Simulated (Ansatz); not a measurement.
Ansatz (a quantum-chemistry and plane-wave program) input:

Ansatz 0.2 input:
```yaml
crystal:
  lattice:
    - [0.0, 2.7237087166, 2.7237087166]
    - [2.7237087166, 0.0, 2.7237087166]
    - [2.7237087166, 2.7237087166, 0.0]
  atoms:
    - { symbol: Ag, position: [0.5, 0.5, 0.5] }
    - { symbol: Cl, position: [0.0, 0.0, 0.0] }
kpoints:
  mp_grid: { grid: [7, 7, 7] }
  band_path:
    path:
      - [[0.0, 0.0, 0.0], [0.5, 0.0, 0.5], [0.625, 0.25, 0.625]]  # Γ-X-U
      - [[0.375, 0.375, 0.75], [0.0, 0.0, 0.0], [0.5, 0.5, 0.5], [0.5, 0.25, 0.75], [0.5, 0.0, 0.5]]  # K-Γ-L-W-X
      - [VBM, CBM]
    npoints: 12
basis: { xc_grid: 2 }
hamiltonian:
  xc: pbesol
  pseudopotentials: { kind: paw }
magnetization: { noncollinear: true, spin_orbit: true }
scf:
  n_extra_bands: 12
  convergence: { dr2_threshold: 0.0000000001 }
  occupations: { method: gaussian, width: 0.01 }
checkpoint: { write: soc.run }
output: { eigenvalues: true }
```

Output (shortened):

```
Pseudopotential: Ag, paw_fr, valence charge 19
Pseudopotential: Cl, paw_fr, valence charge 7
Functional definition: PBEsol
non-collinear run that drives no moment, with spin-orbit …
Crystal: 2 atoms, lattice volume = 40.412 Å³
Basis set: ecut = 420 eV, 749 PW (Γ), exchange–correlation on 54×54×54 points (8 copies of the dense FFT grid, shifted against one another)
Bands: 38, of which v1, the nominal top of the filled ones, is band 26 counted from 1 (25 counted from 0)
Symmetry: 48 space group operations + 48 with time reversal
k-points: 20 of 343
Projection manifold: j_resolved (fully-relativistic pseudo-atomic orbitals)
SCF iter   1: F=—  HF=-8586.740379 eV  |F-HF|=—  |Δ(HF+E_count)|=         —  Δρ=6.08e-2  dr2=1.94e0  dr2_m=0.00e0 (ungated)  ethr=3.10e-3  |M|=0.00e0 ∫|m|=0.00e0 μB  |m|>n=0.0e0 m-floor=0.0e0 τ_xc=0.0e0  β_m=0.30  ⟨swp⟩=7.5  Hψ=1834  notcnv=0  defer=20
preconditioner: auto → none
SCF iter   2: F=—  HF=-8586.120174 eV  |F-HF|=—  |Δ(HF+E_count)|=   6.20e-1  Δρ=1.23e-2  dr2=4.39e-2  dr2_m=0.00e0 (ungated)  ethr=3.10e-3  |M|=0.00e0 ∫|m|=0.00e0 μB  |m|>n=0.0e0 m-floor=0.0e0 τ_xc=0.0e0  β_m=0.32  ⟨swp⟩=3.8  Hψ=788  notcnv=0  defer=90
SCF iter   3: F=—  HF=-8586.111767 eV  |F-HF|=—  |Δ(HF+E_count)|=   8.41e-3  Δρ=7.22e-3  dr2=5.89e-3  dr2_m=0.00e0 (ungated)  ethr=1.69e-4  |M|=0.00e0 ∫|m|=0.00e0 μB  |m|>n=0.0e0 m-floor=0.0e0 τ_xc=0.0e0  β_m=0.53  ⟨swp⟩=2.4  Hψ=591  notcnv=0  defer=90
SCF iter   4: F=—  HF=-8586.114161 eV  |F-HF|=—  |Δ(HF+E_count)|=   2.39e-3  Δρ=1.79e-3  dr2=4.83e-4  dr2_m=0.00e0 (ungated)  ethr=2.27e-5  |M|=0.00e0 ∫|m|=0.00e0 μB  |m|>n=0.0e0 m-floor=0.0e0 τ_xc=0.0e0  β_m=0.53  ⟨swp⟩=2.0  Hψ=670  notcnv=0  defer=90
SCF iter   5: F=—  HF=-8586.114387 eV  |F-HF|=—  |Δ(HF+E_count)|=   2.25e-4  Δρ=2.03e-4  dr2=8.64e-6  dr2_m=0.00e0 (ungated)  ethr=1.86e-6  |M|=0.00e0 ∫|m|=0.00e0 μB  |m|>n=0.0e0 m-floor=0.0e0 τ_xc=0.0e0  β_m=0.71  ⟨swp⟩=2.0  Hψ=670  notcnv=0  defer=90
SCF iter   6: F=—  HF=-8586.114386 eV  |F-HF|=—  |Δ(HF+E_count)|=   1.37e-6  Δρ=2.96e-5  dr2=4.47e-7  dr2_m=0.00e0 (ungated)  ethr=3.32e-8  |M|=0.00e0 ∫|m|=0.00e0 μB  |m|>n=0.0e0 m-floor=0.0e0 τ_xc=0.0e0  β_m=0.81  ⟨swp⟩=2.2  Hψ=545  notcnv=0  defer=90
SCF iter   7: F=—  HF=-8586.114384 eV  |F-HF|=—  |Δ(HF+E_count)|=   1.03e-6  Δρ=1.62e-6  dr2=5.37e-10  dr2_m=0.00e0 (ungated)  ethr=1.72e-9  |M|=0.00e0 ∫|m|=0.00e0 μB  |m|>n=0.0e0 m-floor=0.0e0 τ_xc=0.0e0  β_m=0.88  ⟨swp⟩=2.0  Hψ=473  notcnv=0  defer=90
SCF iter   8: F=-8586.114384 eV  HF=-8586.114384 eV  |F-HF|=1.82e-12  |Δ(HF+E_count)|=  3.49e-10  Δρ=1.33e-7  dr2=5.04e-12  dr2_m=0.00e0 (ungated)  ethr=1.00e-12  |M|=0.00e0 ∫|m|=0.00e0 μB  |m|>n=0.0e0 m-floor=0.0e0 τ_xc=0.0e0  ⟨swp⟩=9.1  Hψ=1463  notcnv=0
SCF 1 converged in 8 iterations: F = -8586.114384 eV  dr2 = 5.04e-12
NSCF: frozen V_eff on 16 k-points
NSCF: frozen V_eff on 16 k-points
NSCF: frozen V_eff on 16 k-points
NSCF: frozen V_eff on 8 k-points
NSCF: frozen V_eff on 5 k-points
NSCF: frozen V_eff on 5 k-points
NSCF: frozen V_eff on 5 k-points
NSCF: frozen V_eff on 5 k-points
NSCF: frozen V_eff on 2 k-points
NSCF: frozen V_eff on 87 k-points
SCF converged after 8 iterations
Magnetization: |M| = 0.0000 μB,  M = (+0.0000, +0.0000, +0.0000) μB
Absolute magnetization: 0.0000 μB (∫|m|)
  site 0: m = (+0.0000, +0.0000, +0.0000) μB, |m| = 0.0000 μB  (R = 1.12 Å)
  site 1: m = (+0.0000, +0.0000, +0.0000) μB, |m| = 0.0000 μB  (R = 1.12 Å)
Free energy (F): -8586.114384 eV
Harris-Foulkes:  -8586.114384 eV  (|F-HF|=1.82e-12)
Internal energy: -8586.114384 eV  (E = F + TS)
E sigma→0 (E₀):  -8586.114384 eV
Fermi energy:    9.279037 eV
--- Per-component energies (eV) ---
  E_band       = -343.533736
  E_kinetic    = 689.151716
  E_local      = -3125.809606  (includes V_loc(G=0)·N_el)
  E_nonlocal   = 114.002025
  E_hartree    = 1372.642361
  E_xc         = -287.675043
  E_vxc        = -353.126131  (∫ρ·V_xc dr)
  E_paw        = -4481.198402  (= ΣΔE_a)
  E_vpaw       = -413.036736  (= ΣTr[D̂ρ^β])
  E_aug_tail   = 0.000396  (compensation charges beyond the density's cutoff)
  E_ewald      = -2867.631288
  E_core_change = 0.403457  (= ΣΔE_core)
  E_smearing   =  0.000000  (= −TS)
  E_closure    =  0.000000  (closes the sum)
  Σ components = -8586.114384   (vs F -8586.114384, Δ=0.00e0)
  [band-id]    e_kinetic+e_local+e_nonlocal+2·e_hartree+e_vxc+e_vpaw+e_augmentation_tail = -343.533615   (vs E_band -343.533736, Δ=1.21e-4)
--- Band table (eV; the first three rows and the last of 20) ---
  k-point 0: bands = ["-80.8773", "-80.8773", "-47.9847", "-47.9847", "-42.8779", "-42.8779", "-42.8779", "-42.8779", "-6.5784", "-6.5784", "5.9248", "5.9248", "5.9248", "5.9248", "6.2817", "6.2817", "6.4334", "6.4334", "6.4334", "6.4334", "6.4352", "6.4352", …
  k-point 1: bands = ["-80.8773", "-80.8773", "-47.9850", "-47.9850", "-42.8785", "-42.8785", "-42.8780", "-42.8780", "-6.4860", "-6.4860", "5.2760", "5.2760", "5.3579", "5.3579", "5.4293", "5.4293", "6.2358", "6.2358", "6.3035", "6.3035", "6.6710", "6.6710", …
  k-point 2: bands = ["-80.8772", "-80.8772", "-47.9855", "-47.9855", "-42.8800", "-42.8800", "-42.8784", "-42.8784", "-6.2659", "-6.2659", "4.0361", "4.0361", "4.7254", "4.7254", "4.7770", "4.7770", "6.3947", "6.3947", "6.4644", "6.4644", "6.8787", "6.8787", …
  k-point 19: bands = ["-80.8771", "-80.8771", "-47.9863", "-47.9863", "-42.8811", "-42.8811", "-42.8800", "-42.8800", "-5.9965", "-5.9965", "4.1678", "4.1678", "4.4230", "4.4230", "4.6030", "4.6030", "6.4395", "6.4395", "6.5806", "6.5806", "6.9956", …
```

Cost: roughly 19 core-seconds on shared cores.

Space group Fm-3m (rock salt). The PBEsol relaxation kept the symmetry of its start. The run is not spin-polarised.

Potentials: the later of the program's two PAW sets.

Ansatz is a plane-wave DFT program.
